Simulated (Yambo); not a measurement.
Yambo run on Cs2SiF6 (space group Fm-3m, No. 225). The wavefunctions are PBEsol (Quantum ESPRESSO, PseudoDojo norm-conserving, 84 Ry, no spin-orbit coupling) ones on a 2×2×2 mesh (32 occupied bands); a = 6.2425 Å, b = 6.2425 Å, c = 6.2425 Å, α = 60.00°, β = 60.00°, γ = 60.00°.

Yambo input:

```
gw0
dyson
el_el_corr
HF_and_locXC
ppa
em1d
EXXRLvcs= 84 Ry
VXCRLvcs= 336 Ry
Chimod= "HARTREE"
% BndsRnXp
 1 | 317 |
%
NGsBlkXp= 8 Ry
% LongDrXp
 1.0 | 1.0 | 1.0 |
%
PPAPntXp= 27.2114 eV
% GbndRnge
 1 | 317 |
%
GTermKind= "BG"
DysSolver= "n"
ExtendOut
% QPkrange
 1 | 1 | 32 | 33 |
%
```

k points by index: 1 = Γ.

The o-*.qp file then holds:

```
#    K-point    Band    Eo [eV]    E [eV]    E-Eo [eV]    Vxc [eV]    Vnlxc [eV]    Sc|Eo [eV]    Sc|E [eV]    dSc/dw|Eo [eV]    Re(Z)    Im(Z)
#
    1    32    0.000000    -2.373026    -2.373026    -22.82235    -30.27990    4.590528    5.084531    -5.664458    0.827700    -0.929179E-3
    1    33    7.260216    8.473146    1.212930    -8.096349    -4.051224    -2.702881    -2.832196    -2.900966    0.903662    -0.566419E-3
```
(The two width columns are left out.) Convergence of these settings isn't established.

Geometry of the Materials Project entry, not relaxed at this level.
